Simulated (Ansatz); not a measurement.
**How the functional moves the response of ZnPt (P4/mmm) (PBEsol, r²SCAN)**

```
Zn Pt
1.0
     2.83170    0.00000    0.00000
     0.00000    2.83170    0.00000
     0.00000    0.00000    3.48124
Zn Pt
1 1
Cartesian
  1.4158 1.4158 1.7406
  0.0000 0.0000 0.0000
```

This cell (13.96 Å³ an atom) was relaxed by PAW under PBEsol, and each functional gets its own cell relaxed so. Quantity: elastic moduli (Hill averages, relaxed ions; θ_D from sound speeds over directions).

Runs: (1) PBEsol, PAW on Ansatz 0.2.0's default frozen-core files (fitted under PBE), scalar-relativistic; k mesh 16×16×12, strains of ±0.008, Fermi-Dirac smearing of 0.100 eV, cutoff 420 eV. (2) r²SCAN, PAW on Ansatz 0.2.0's default frozen-core files (fitted under PBE), scalar-relativistic; k mesh 14×14×12, strains of ±0.008, Fermi-Dirac smearing of 0.100 eV, cutoff 500 eV.

Under PBEsol: B = 203 GPa, G = 73.8 GPa, C11 = 340 GPa, C33 = 240 GPa, C44 = 89.7 GPa, ν = 0.338, θ_D = 301 K.

Problem. Which way does r²SCAN move the volume, and by how much?

Solution. a = 2.853, c = 3.478 Å, 14.15 Å³ an atom: 1.4 % larger.

Problem. What does r²SCAN give for these quantities?

Solution. 

```csv
quantity,PBEsol,r²SCAN,change
B,203 GPa,196 GPa,-3 %
G,73.8 GPa,71.5 GPa,-3 %
C11,340 GPa,330 GPa,-3 %
C33,240 GPa,234 GPa,-3 %
C44,89.7 GPa,85.0 GPa,-5 %
ν,0.338,0.338,under 1 %
θ_D,301 K,296 K,-1 %
```

Known limits: frozen-core PAW files fitted under PBE, their cores solved anew for the functional of the run; responses of metals move with mesh and smearing; no spin-orbit coupling on heavy atoms; the softest shear constant rests on one k mesh, and a soft shear can herald a distortion on cooling; elastic stability says nothing of phonons or of other phases.
